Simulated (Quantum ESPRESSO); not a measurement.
Field gradients of AlN from a PBE PAW density (pw.x of a modified build of Quantum ESPRESSO, JTH datasets) with the all-electron reconstruction of Petrilli and co-workers, 25 Ha, k-mesh 8×8×5 through Γ:

```
AlN
1.0
    3.12859     0.00000     0.00000
   -1.56429     2.70944     0.00000
    0.00000     0.00000     5.01696
Al N
2 2
Direct
  0.66667   0.33333   0.49929
  0.33333   0.66667   0.99929
  0.66667   0.33333   0.88868
  0.33333   0.66667   0.38868
```
The cell was made here from a computed Materials Project entry: N3 and its equivalents moved by 0.04 Å along (0.00, 0.00, 1.00), space group kept. The parent is AlN in P6₃mc. Stability against distortions was not tested.

Vzz is the sum of three terms, each taken along its main axis: the smooth valence density, the ions (nucleus and frozen core) with the augmentation charges of all other spheres, and the all-electron minus smooth density in the atom's own sphere. The split hangs on the datasets.  Cores are frozen. Against all-electron runs on small test molecules, this scheme's |Vzz| missed by −7 % on Al.

```csv
site,smooth valence density,ions and other spheres,own sphere,Vzz (a.u.)
"Al (atoms 1, 2)",0.043,-0.028,…,…
```

Complete the blanks.


- Al (atoms 1, 2), own sphere: 0.122
- Al (atoms 1, 2), Vzz (a.u.): 0.138
